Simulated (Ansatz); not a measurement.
# Computed properties of NbP

NbP:
```
NbP
1.0
   -1.65178     1.65178     5.61467
    1.65178    -1.65178     5.61467
    1.65178     1.65178    -5.61467
Nb P
2 2
Direct
  0.00021   0.00021   0.00000
  0.75021   0.25021   0.50000
  0.58242   0.58242   0.00000
  0.33242   0.83242   0.50000
```

Space group I4_1md (No. 109); conventional cell a = b = 3.304 Å, c = 11.229 Å, α = β = γ = 90.00°.

Method: DFT-LDA in the program Ansatz with PAW potentials. Structure relaxed to zero pressure with the same functional. Other levels are named where they apply.

**Cell and energy**

```json
{
 "volume_per_atom": "15.32 Å³",
 "density": "6.71 g/cm³",
 "Formation energy from the elements (no fitted shifts)": "-108 kJ/mol-atom"
}
```

**Electronic structure**

```json
{
 "electronic_character": "no gap, with almost no states at the Fermi level (zero-gap or semimetallic)",
 "Density of states at the Fermi level": "0.02 states/eV per atom (mean over ±0.08 eV)"
}
```

**Mechanics**

```json
{
 "Bulk modulus (Birch–Murnaghan fit)": "208 GPa",
 "Pressure derivative B′": "4.1"
}
```

**Phonons**

```json
{
  "highest_zone_centre_frequency": "395 cm⁻¹",
  "zone_centre_stability": "no imaginary mode at Γ"
}
```

Symmetry was held in the LDA relaxation. No spin polarisation was allowed. A small band overlap can be real or an error of a semilocal functional. As this level gives no gap, phonon frequencies hold no LO–TO term and depend on the k-mesh and smearing (Fermi–Dirac, 0.1 eV here). The references are the lowest solids computed at this level, not always the standard phases. Scalar-relativistic: spin–orbit coupling is off unless named, which matters more the heavier the elements.

Potentials: the earlier of the program's two PAW sets. The files were generated under PBE; for other functionals the program regenerates the frozen cores, and for LDA and PBEsol the local potential too.
